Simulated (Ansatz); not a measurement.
Y (hcp, Mg type)

```xyz
2
Lattice="3.6556 0.0000 0.0000 -1.8278 3.1659 0.0000 0.0000 0.0000 5.6787" Properties=species:S:1:pos:R:3 pbc="T T T"
Y      0.0000     2.1106     4.2590
Y      1.8278     1.0553     1.4197
```

Equation-of-state scan: isotropic scaling of the cell above, V₀ being its volume. Symmetry pins the atoms to their sites.

Method: PBE (plane waves to 420 eV, PAW, scalar-relativistic; Ansatz, a program for electronic structure). k mesh 15×15×8 (Γ-centred), Fermi-Dirac smearing 0.05 eV. The energy includes the smearing's −TS. Stress and pressure are positive under compression. With the shape held, the modulus is that of even scaling; a crystal free to change shape is softer. Y is run without spin polarisation. Y was relaxed with its symmetry unable to fall. The zero of ΔE is the relaxed starting cell. The last digit holds for this mesh only.

```csv
V (Å³/atom),ΔE (meV/atom)
27.603,133.8
28.917,withheld
30.232,29.9
31.546,7.1
32.861,0.0
34.175,6.3
35.490,24.0
36.804,51.3
38.118,86.8
```

Task: Fit a third-order Birch-Murnaghan form (E₀, V₀, B₀, B₀′ free) to the given rows and predict ΔE at V = 28.917.

Result: Least squares on the 8 given rows: ΔE = E₀ + (9V₀B₀/16)·y²·[2 + (B₀′ − 4)y], y = (V₀/V)^(2/3) − 1, with V₀ = 32.865 Å³/atom, B₀ = 40.56 GPa (160.2 GPa = 1 eV/Å³; the term in eV is multiplied by 1000), B₀′ = 3.01, E₀ = 0.04 meV/atom; root-mean-square residual 0.03 meV/atom. At 28.917 the fit gives 71.0 meV/atom; the calculation gives 71.1 meV/atom, so the interpolation is off by -0.1 (-0.1 %). For the pressure the fit gives 6.3 GPa against the computed 6.3 GPa.

(Under strain, the slope of the energy per volume gives the stress and its curvature an elastic modulus.)
